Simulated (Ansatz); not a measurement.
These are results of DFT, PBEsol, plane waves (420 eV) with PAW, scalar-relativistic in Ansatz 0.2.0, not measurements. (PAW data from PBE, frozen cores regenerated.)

An element in the simple cubic structure gives this curve. The cell is scaled uniformly from the relaxed one, with fractional coordinates and shape fixed. Energies are extrapolated to zero smearing, pressures are those at the given smearing. Magnetic state: spin not included.

```
V (Å³/atom)  E − E₀ (meV/atom)  P (GPa)
     14.264              276.3    51.28
     14.912              113.8    30.46
     15.560               26.7    13.81
     16.209                0.0     0.49
     16.857               21.5   -10.16
     17.505               81.6   -18.65
     18.154              172.4   -25.39
```

(1) Which element is it?
A. palladium
B. zinc
C. osmium
D. ruthenium

Answers

(1) C. Its fit is V₀ = 16.22 Å³/atom, B₀ = 296 GPa, B₀′ = 4.6.
